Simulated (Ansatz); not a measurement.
Input, command and steps of an Ansatz relaxation.

```yaml
crystal:
  lattice:
    - [3.9088326262, 0.0, 0.0]
    - [0.0, 3.9088326262, 0.0]
    - [0.0, 0.0, 3.9088326262]
  atoms:
    - { symbol: Zr, position: [0.0, 0.0, 0.0] }
    - { symbol: Mo, position: [0.0, 0.5, 0.5] }
    - { symbol: Mo, position: [0.5, 0.0, 0.5] }
    - { symbol: Mo, position: [0.5, 0.5, 0.0] }
basis:
  ecutwfc: 500
kpoints:
  mp_grid: { grid: [4, 4, 4] }
hamiltonian:
  xc: r2scan
scf:
  occupations: { method: gaussian, width: 0.1 }
  lower_state_search: "off"
output:
  forces: true
  stress: true
  eigenvalues: true
relax:
  adjacent_minimum: "off"
  f_tol: 0.04
  max_steps: 70
  cell: { stress_tol: 0.4 }
```

```bash
ansatz run input.yaml --threads 1 --pin off --max-ram 2560MiB --backend cpu --events-out ev --progress --plain --runs-dir out
```

Computed with Ansatz, DFT r2SCAN, scalar-relativistic, plane waves, PAW.

Of 4 frames 4 are shown, positions in Å and forces in eV/Å; the SCF threshold varies from step to step. Steps run on the plane waves of an earlier cell, with a Pulay correction in the pressure. The basis is chosen afresh for the last frame, the zero of the energies, and at times for earlier ones too; energy and pressure step there, also at an unchanged geometry.

```xyz
4
Lattice="3.9088 0.0000 0.0000 0.0000 3.9088 0.0000 0.0000 0.0000 3.9088" Properties=species:S:1:pos:R:3:forces:R:3 pbc="T T T" step=1 free_energy_over_end_meV_per_atom=265.08 pressure_GPa=38.59
Zr    0.0000    0.0000    0.0000    0.0000    0.0000    0.0000
Mo    0.0000    1.9544    1.9544    0.0000    0.0000    0.0000
Mo    1.9544    0.0000    1.9544    0.0000    0.0000    0.0000
Mo    1.9544    1.9544    0.0000    0.0000    0.0000    0.0000
4
Lattice="4.0994 0.0000 0.0000 0.0000 4.0994 0.0000 0.0000 0.0000 4.0994" Properties=species:S:1:pos:R:3:forces:R:3 pbc="T T T" step=2 free_energy_over_end_meV_per_atom=2.47 pressure_GPa=1.93
Zr    0.0000    0.0000    0.0000    0.0000    0.0000    0.0000
Mo    0.0000    2.0497    2.0497    0.0000    0.0000    0.0000
Mo    2.0497    0.0000    2.0497    0.0000    0.0000    0.0000
Mo    2.0497    2.0497    0.0000    0.0000    0.0000    0.0000
4
Lattice="4.1105 0.0000 0.0000 0.0000 4.1105 0.0000 0.0000 0.0000 4.1105" Properties=species:S:1:pos:R:3:forces:R:3 pbc="T T T" step=3 free_energy_over_end_meV_per_atom=1.55 pressure_GPa=0.34
Zr    0.0000    0.0000    0.0000    0.0000    0.0000    0.0000
Mo    0.0000    2.0552    2.0552    0.0000    0.0000    0.0000
Mo    2.0552    0.0000    2.0552    0.0000    0.0000    0.0000
Mo    2.0552    2.0552    0.0000    0.0000    0.0000    0.0000
4
Lattice="4.1105 0.0000 0.0000 0.0000 4.1105 0.0000 0.0000 0.0000 4.1105" Properties=species:S:1:pos:R:3:forces:R:3 pbc="T T T" step=4 free_energy_over_end_meV_per_atom=0.00 pressure_GPa=0.38
Zr    0.0000    0.0000    0.0000    0.0000    0.0000    0.0000
Mo    0.0000    2.0552    2.0552    0.0000    0.0000    0.0000
Mo    2.0552    0.0000    2.0552    0.0000    0.0000    0.0000
Mo    2.0552    2.0552    0.0000    0.0000    0.0000    0.0000
```

The start puts this composition into another compound's structure type, which needn't suit it. At the end the space group is Pm-3m (tolerance 0.05 Å).

The run took 13 s on 1 thread of Intel(R) Xeon(R) Platinum 8375C CPU @ 2.90GHz (Ice Lake), with other jobs on the host, peak memory 0.53 GiB.

The k mesh is coarse.